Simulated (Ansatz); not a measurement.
**Relaxing magnesium (bcc)**

Level of theory: Ansatz 0.2.0, DFT, BLYP, plane waves (420 eV) with PAW, scalar-relativistic. The PAW files were generated under PBE, with cores re-solved for the functional.

k-point mesh 12×12×12, Fermi-Dirac smearing 0.1 eV, no spin polarisation. Cell and atoms relax.

Starting structure:

```yaml
crystal:
  lattice:
    - [-1.7976546712, 1.7976546712, 1.7976546712]
    - [1.7976546712, -1.7976546712, 1.7976546712]
    - [1.7976546712, 1.7976546712, -1.7976546712]
  atoms:
    - { symbol: Mg, position: [0.0, 0.0, 0.0] }
hamiltonian:
  xc: blyp
  pseudopotentials:
    kind: paw
    azcp:
      Mg: "pseudopotentials/Mg.paw.azcp"
basis:
  ecutwfc: 420
  fft_grid_basis: typed
kpoints:
  mp_grid: { grid: [12, 12, 12], shift: [0, 0, 0] }
magnetization:
  spin_polarized: false
scf:
  occupations: { method: fermi_dirac, width: 0.1 }
relax:
  max_steps: 60
  f_tol: 0.01
  cell: {}
```

Problem. The pressure at the start is 0.3 GPa. By how much does the volume change?

Solution. From 23.24 to 23.50 Å³ per atom, 1.1 %. The final cell has a = 3.609 Å.

Problem. How much energy does the relaxation gain?

Solution. 0.3 meV per atom.

Path of the relaxation (the plane waves are chosen anew near the end, which can shift the energy a little):

```
step  E − E(final) (meV/atom)  V (Å³/atom)  P (GPa)  max force (eV/Å)
   0                     0.28       23.237     0.35             0.000
   1                     0.04       23.403     0.13             0.000
   2                     0.01       23.501     0.00             0.000
   3                     0.00       23.501     0.00             0.000
```
